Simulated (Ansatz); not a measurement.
## Trial structures of Li2B: starts and ends

Level of theory: Ansatz, DFT PBE, scalar-relativistic, plane waves, PAW. All cells share a 420 eV cutoff and Γ-centred k meshes spaced at most about 0.3 Å⁻¹ (about 0.25 or finer for metals, 2π included). No spin polarisation in the final relaxations.

Each guess was relaxed in cell and atoms at zero pressure, within the symmetry of its start. These are static total energies at zero pressure. Coordination counts B atoms around Li (those within 1.25 times the shortest such distance or 1.15 times the sum of covalent radii; the shortest distance is added where it is long for a bond).

```csv
guess,made from,start group,V start (Å³/atom),end group,V end (Å³/atom),coordination at the end,gap on mesh (eV),E over the lowest end (meV/atom)
1,TmSi2 type,P6/mmm,9.2,P6/mmm,8.9,Li 6,0,316
2,MoPt2 type,Immm,8.9,Immm,9.3,Li 5,0,370
3,WS2 type,P-6m2,13.4,?,?,?,?,?
4,Mg2Ge type,Fm-3m,12.3,Fm-3m (anti-fluorite),13.6,Li 4,0,755
5,Zr2Al type,I4/mcm,12.8,I4/mcm,11.1,Li 4 from 2.5 Å,0,0
6,Ta2H type,C2/m,9.3,I4/mmm,10.5,Li 4,0,382
7,random cell,P4/mmm,11.5,P4/mmm,11.9,Li 4,0,407
```

Guess 3 as it starts:

```xyz
3
Lattice="2.0596 0.0000 0.0000 -1.0298 1.7836 0.0000 0.0000 0.0000 10.9660" Properties=species:S:1:pos:R:3 pbc="T T T"
Li    1.0298    0.5945    9.9572
Li    1.0298    0.5945    1.0089
B     0.0000    1.1891    0.0000
```

Problem. Fill in the missing row: what does this guess relax into, and where does it rank?

Solution. It ends in space group P-6m2 (No. 187), with a = 2.500 Å, c = 6.314 Å, 11.4 Å³/atom and no gap. It lies 0.65 eV/atom over the lowest end, above guess 7 and below guess 4. Counting B atoms around Li, this end has Li 3 and the lowest (guess 5) has Li 4 from 2.5 Å. The lowest (guess 5) holds B–B chains (shortest 1.63 Å); in this end the shortest B–B distance is 2.50 Å.

Space group P-6m2 (No. 187). a = 2.500 Å, b = 2.500 Å, c = 6.314 Å, α = 90.00°, β = 90.00°, γ = 120.00°
| atom | site | symmetry | x | y | z |
| --- | --- | --- | --- | --- | --- |
| Li | 2h | 3m. | 0.3333 | 0.6667 | 0.7159 |
| B | 1a | -6m2 | 0.0000 | 0.0000 | 0.0000 |

The zero of energy is the elements' standard structures at the same level; no fitted shifts are applied.

Problem. Is the lowest end bound against the elements?

Solution. No: its formation energy is +0.04 eV/atom. It can't be a ground state, since the elements alone are lower.

The k mesh leaves some 4 meV/atom of noise in the energy of each metallic cell. A magnetic state wasn't ruled out in cells without spin, among them P6/mmm, Immm, I4/mmm, P4/mmm, P-6m2 and others. Cells relaxed within their symmetry can be saddle points. A lower structure may well exist outside this small set. Some candidate types were left out of the draw beforehand, so a known form may be missing.
